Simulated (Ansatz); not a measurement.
TiSi₂ (Fddd), relaxed with r²SCAN (Ansatz, a quantum-chemistry and plane-wave program, plane waves, PAW): a = 4.7758 Å, b = 8.2281 Å, c = 8.5313 Å, α = 90.00°, β = 90.00°, γ = 90.00°.

```
Property              Result
--------------------  ------
ΔH_f (eV/atom)         -0.52
B₀ by P(V) fit (GPa)     147
```

### Question
The same phase is relaxed and computed with LDA in the same code. What are the cell and these values now?

### Answer
a = 4.7233 Å, b = 8.1224 Å, c = 8.4439 Å, α = β = γ = 90.00°.

- ΔH_f (eV/atom) = -0.66
- B₀ by P(V) fit (GPa) = 157

All cells were relaxed under the symmetry of their starts (and spin orders); stability against distortions was not tested throughout. Rows with no word on spin ran without spin polarisation.

Potentials: the earlier of the program's two PAW sets.

Ansatz is a plane-wave DFT program.

Formation energies count from the lowest solids of the elements computed at the same level, not from gases.
